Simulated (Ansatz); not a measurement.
Al2O3 (corundum)

```xyz
10
Lattice="2.3866 1.3779 4.3378 -2.3866 1.3779 4.3378 0.0000 -2.7558 4.3378" Properties=species:S:1:pos:R:3 pbc="T T T"
Al     0.0000     0.0000     4.5811
Al     0.0000     0.0000     1.9256
Al     0.0000     0.0000     8.4323
Al     0.0000     0.0000    11.0878
O     -0.9267     1.3779     7.5911
O     -0.7299    -1.4915     7.5911
O      1.6566     0.1136     7.5911
O      0.9267    -1.3779     5.4222
O      0.7299     1.4915     5.4222
O     -1.6566    -0.1136     5.4222
```

The slice is a (1 -1 0 2) plane (indices of the conventional cell) through the point (0.056, 0.750, 0.444) (fractional), spanned by u = [1 0 -1] and v = [010] in vectors of this cell: u (4.77 Å) and v (5.14 Å, at 90° to u). It covers one period; positions are fractions (u, v).

Level of theory: PBEsol (plane waves to 420 eV, PAW, scalar-relativistic; Ansatz, a program for electronic structure). k mesh 8×8×8. Near the nuclei the fields are pseudised (PAW); where an atom keeps semicore shells as valence, they peak there. Al2O3 was relaxed with its symmetry unable to fall. The PAW data are Ansatz's earlier set.

Problem. Predict the map of the electrostatic potential energy of an electron, from the cell's mean on the slice.

Solution. 
```
|xxxxxxxx778888999988774422111133xxxxxx|
|xxxxxx3344556677887744110000000022xxxx|
|xx110000000022556655220000xx0000003333|
|330000000000003355440000xxxxxx00003355|
|330000xxxx00001144440000xxxxxx00003355|
|330000xxxxxx00114455220000000000114455|
|33000000xx000022666655220000000011xx44|
|xx2200000000115577887766444433xxxxxxxx|
|xx33331111224477889999888877xxxxxxxxxx|
|xxxx443333446688999999999977xxxxxxxxxx|
|xx33331111224477889999888877xxxxxxxxxx|
|xx2200000000115577887766444433xxxxxxxx|
|33000000xx000022666655220000000011xx44|
|330000xxxxxx00114455220000000000114455|
|330000xxxx00001144440000xxxxxx00003355|
|330000000000003355440000xxxxxx00003355|
|xx110000000022556655220000xx0000003333|
|xxxxxx3344556677887744110000000022xxxx|
|xxxxxxxx778888999988774422111133xxxxxx|
|xxxxxxxx889999999999776644333344xxxxxx|
```
Scale: ten equal steps from 0.00 (start of '0') to 8.03 (end of '9'), in the order '0123456789'. Values: electrostatic potential energy of an electron, from the cell's mean, in eV. The map has 19 points along u (two characters each, u = 0 at the left) and 20 along v (v = 0 in the bottom row). Points within 0.8 Å of a nucleus are blanked (x), as the pseudised field means little there. Values under 0 eV are set to 0. The zero, the cell's mean, hangs on the PAW cores.
